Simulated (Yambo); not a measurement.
KScMo₂O₈ (space group P-3m1, No. 164), G0W0@LDA in Yambo with this input:

```
rim_cut
gw0
dyson
el_el_corr
HF_and_locXC
ppa
em1d
RandQpts= 1000000
RandGvec= 1 Ry
EXXRLvcs= 84 Ry
VXCRLvcs= 336 Ry
Chimod= "HARTREE"
% BndsRnXp
 4 | 249 |
%
NGsBlkXp= 6 Ry
% LongDrXp
 1.0 | 1.0 | 1.0 |
%
PPAPntXp= 27.2114 eV
% GbndRnge
 1 | 249 |
%
GTermKind= "BG"
DysSolver= "n"
ExtendOut
```

On a 3×3×2 mesh, with wavefunctions cut at 84 Ry, the gap (Γ → Γ) is 5.927 eV and the valence edge shifts by -0.722 eV.

### Question
What happens with this change: no random integration?

### Answer
The gap falls by 0.067 eV, to 5.860 eV; the shift of the valence edge becomes -0.535 eV. Neither run is shown to be the converged limit.

Spin-orbit coupling is not included.

Geometry of the Materials Project entry, not relaxed at this level; primitive cell a = 5.8850 Å, b = 5.8850 Å, c = 7.4049 Å, α = 90.00°, β = 90.00°, γ = 120.00°.

The structure is a Materials Project entry; no match was found in the copy of COD used, and its stability was not checked.

A shift is the quasiparticle energy of the state minus its LDA energy.
